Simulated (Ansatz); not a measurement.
Harmonic vibrational thermodynamics of Yb (bcc (W type), space group No. 229) at fixed volume, plane-wave PAW PBEsol (Ansatz code). The rows extrapolate the 0 K crystal and know nothing of melting or changes of phase.

| T (K) | F_vib (meV/atom) | S (J/K per mol of atoms) | C_V (J/K per mol of atoms) |
|---|---|---|---|
| 50 | 10.0 | 13.6 | 18.1 |
| 100 | (withheld) | (withheld) | 22.9 |
| 200 | (withheld) | (withheld) | 24.4 |
| 300 | (withheld) | 54.6 | (withheld) |
| 400 | -151.8 | 61.7 | 24.8 |
| 600 | -290.9 | 71.8 | 24.9 |
| 800 | -447.4 | 78.9 | 24.9 |
| 1000 | -617.0 | 84.5 | 24.9 |

Task: Complete the blanks.

Result: 
- 300, F_vib (meV/atom): -91.4
- 300, C_V (J/K per mol of atoms): 24.7
- 100, S (J/K per mol of atoms): 28.1
- 100, F_vib (meV/atom): -1.1
- 200, S (J/K per mol of atoms): 44.6
- 200, F_vib (meV/atom): -39.7

Space group Im-3m (bcc (W type)). The workflow started from a Materials Project entry (that database holds measured and hypothetical structures alike); the Crystallography Open Database copy checked does not list it. It is not the phase usual at ambient conditions (space group No. 225). Symmetry was held in the PBEsol relaxation; whether a distortion lowers the energy is not shown. The run is not spin-polarised. The 4f shell is in the valence. No Hubbard U is applied. Scalar-relativistic: spin–orbit coupling is off unless named, which matters more the heavier the elements.

Potentials: the later of the program's two PAW sets.
